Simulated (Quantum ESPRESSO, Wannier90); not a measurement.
**Wannierisation of LiAuF6 (R-3)**

```xyz
8
Lattice="-2.4690 4.2764 0.0000 -4.9380 0.0000 0.0000 -2.4690 1.4255 4.5196" Properties=species:S:1:pos:R:3 pbc="T T T"
Li    -4.9380     2.8509     2.2598
Au     0.0000     0.0000     0.0000
F     -1.5604    -0.0660     1.1148
F      1.5604     0.0660    -1.1148
F      0.8374    -1.3184     1.1148
F     -0.8374     1.3184    -1.1148
F      0.7231     1.3844     1.1148
F     -0.7231    -1.3844    -1.1148
```

Cell from Materials Project (mp-1079483), symmetrised, no further relaxation. Not found in the COD (Crystallography Open Database) copy used; not checked further. Level: PBEsol, no spin polarisation, no spin-orbit coupling; pw.x of Quantum ESPRESSO at 68 Ry with PseudoDojo potentials, 4×4×4 k-points, Wannier90. Density: 8×8×8 mesh, cold smearing 0.01 Ry. Spin-orbit coupling is left out although heavy elements are present.

Base run: 23 functions from bands 12-51 of the 51 computed, start hydrogen-like Au: d; F: p, centres 0.05 Å off the atoms, frozen window up to 3.47 eV relative to the valence-band maximum, outer window open. Rows change the key named; with other orbitals the number of functions and the frozen window follow, as listed; window edges are relative to the valence-band maximum. The misfit compares interpolated bands with pw.x on a high-symmetry path, for states up to 2.2 eV relative to the valence-band maximum. Converged means that the tolerances were met: symmetric starts can stop on a saddle, which shows as a larger Ω_OD at equal Ω_I and can move the misfit too.

Rows with other orbitals or bands describe another subspace, so their Ω_I can't be set against the base's. Runs that didn't settle are not listed.

| setting | orbitals | bands | functions | frozen to (eV) | Ω_I (Å²) | Ω_D (Å²) | Ω_OD (Å²) | rms misfit (meV) | worst (meV) | ended |
|---|---|---|---|---|---|---|---|---|---|---|
| base | Au d, F p | 12-51 | 23 | 3.47 | 13.20 | 0.00 | 0.15 | 0.1 | 0.9 | converged |
| num_iter = 0 (projection only), orbitals on the atoms | Au d, F p | 12-51 | 23 | 3.47 | 13.20 | 0.00 | 0.23 | 0.2 | 0.7 | no minimisation |
| start: the same orbitals exactly on the atoms | Au d, F p | 12-51 | 23 | 3.47 | 13.20 | 0.00 | 0.15 | 0.1 | 0.9 | converged |
| start: atomic waves of the pseudopotential files | Li 2s, Au 5d, Au 6s, F 2p | 12-51 | 25 | 3.47 | 16.30 | 0.00 | 0.32 | 0.2 | 1.0 | converged |
